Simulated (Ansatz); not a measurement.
A geometry of SnO$_{2}$ away from equilibrium: step 2 of the relaxation of a relaxed SnO2 cell shaken by Gaussian noise of σ = 0.08 Å a coordinate. These are r2SCAN (plane waves to 500 eV, PAW, scalar-relativistic; Ansatz, a quantum-chemistry and plane-wave program) values and carry that method's errors. Γ-centred k-mesh 5×5×4 on the run's cell (coarser than for final values), Fermi–Dirac smearing 0.05 eV.

```xyz
9
Lattice="5.9592 -0.0101 0.0122 -2.9883 5.1540 0.0168 0.0134 0.0291 6.5700" Properties=species:S:1:pos:R:3:forces:R:3 pbc="T T T" free_energy=-21524.226 pressure_GPa=1.1
Sn     2.9691     0.0535     0.0033   -0.7671    0.3744   -0.3234
Sn     1.4423     2.5937     2.1728    0.3107   -0.4057    0.5230
Sn    -1.4992     2.6773     4.3613    0.4490   -0.6245    0.7598
O      0.0671     2.0889     3.4139    0.1216    0.0847   -0.0622
O      4.2205     1.1168     5.5357   -0.0708    0.3266   -0.1660
O      1.1037     4.0938     1.0654    0.3804   -0.0344    0.1229
O      3.0552     2.9895     3.1616   -0.6177    0.2958   -0.5335
O     -1.2050     4.2028     5.4809    0.0144    0.2423    0.0278
O      1.7417     0.9822     1.1798    0.1795   -0.2593   -0.3483
```

Positions in Å, forces in eV/Å, free energy of the cell in eV (comparable only within this code, potentials and settings). Largest force: 1.08 eV/Å, on Sn3 (atoms numbered as listed); the geometry lies 0.32 eV/atom above the end of its relaxation.

No spin polarisation in the result.

The end of the path is a generated cell of SnO2: the first start was made by placing the elements on the sites of a structure type, and the end was not matched to a known phase here, so it may be hypothetical. Known forms of SnO2 include space group No. 136.
